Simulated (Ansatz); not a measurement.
# Relaxing a structure of GaCuSe2

The start is a generated cell, GaCuSe2 built in the chalcopyrite structure type. The structure is fully relaxed (lattice and positions, P = 0) with r2SCAN (plane waves to 500 eV, PAW, scalar-relativistic; Ansatz, a quantum-chemistry and plane-wave program). The first steps use a coarse 6×6×6 k-mesh.

The start:
```
CELL_PARAMETERS angstrom
     -2.79888     2.79888     5.51573
      2.79888    -2.79888     5.51573
      2.79888     2.79888    -5.51573
ATOMIC_POSITIONS crystal
  Cu 0.75000 0.25000 0.50000
  Cu 0.00000 0.00000 0.00000
  Ga 0.25000 0.75000 0.50000
  Ga 0.50000 0.50000 0.00000
  Se 0.13240 0.12500 0.50740
  Se 0.61760 0.62500 0.49260
  Se 0.37500 0.86760 0.99260
  Se 0.87500 0.38240 0.00740
```

| Item | Result |
|---|---|
| Largest initial force | 0.63 eV/Å, on Se5, Se6, Se7, Se8 (atoms numbered as listed) |
| Outcome | The space group stays I-42d (No. 122) (the run could not lower it); the end is chalcopyrite type, with 8 atoms in the primitive cell |
| Energy released | 0.01 eV/atom |
| Volume change | +1.0 %, from 21.60 to 21.81 Å³/atom |
| Band gap at the end | 0.57 eV, direct at Γ (no spin-orbit coupling) |
| Optimiser moves | 3 |

Final values are on a 8×8×8 k-mesh of the relaxed cell. No spin polarisation in the result.

The run could not lose the symmetry of its start; a randomly shaken copy of 8 atoms returns to this structure.
